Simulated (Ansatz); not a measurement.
All numbers below come from Ansatz 0.2.0, DFT PBE, scalar-relativistic, plane waves, PAW. Settings of the last relaxation (6-atom cell): 420 eV, 6×6×6 k points, Gaussian smearing of 0.02 eV, no spin polarisation.

The zero of energy is the elements' standard structures at the same level (F₂ as a molecule); no fitted shifts are applied.

**Question.** Propose a candidate for a hexagonal wide-gap insulator with formula Li₃IF₂, with a gap near 4.5 eV, a formation energy near −2.33 eV/atom and a density near 2.60 g/cm³, in a cell of 6 atoms.

**Answer.** Li₃IF₂, space group P-62m (No. 189). Around Li lie 2 F at 1.79 Å and 2 I at 3.00 Å; I has 6 Li at 3.00 Å; F is surrounded by 3 Li at 1.79 Å.

```
CELL_PARAMETERS angstrom
5.68868 0.00000 0.00000
-2.84434 4.92654 0.00000
0.00000 0.00000 4.22474
ATOMIC_POSITIONS crystal
Li 0.62570 0.62570 0.00000
Li 0.00000 0.37430 0.00000
Li 0.37430 0.00000 0.00000
I 0.00000 0.00000 0.50000
F 0.66667 0.33333 0.00000
F 0.33333 0.66667 0.00000
```

| Property | Result |
| --- | --- |
| Volume per atom | 19.73 Å³ |
| Density | 2.60 g/cm³ |
| Formation energy | −2.326 eV/atom |
| Gap on the 6×6×6 mesh of the 6-atom cell | 4.50 eV |

The structure comes from a generated guess, relaxed at this level; another structure or a mixture of phases may lie lower. Other answers may fit too; this one was computed.

These runs have no spin–orbit coupling, which can matter for I. Kohn–Sham gaps at this level usually fall short of measured ones. The missing spin–orbit coupling can work the other way here. The reference form of I is held partly by dispersion forces, which this level lacks. This cell was reached by moving the atoms of another relaxed cell at random and relaxing again, last within the group found; it had no such test of its own.
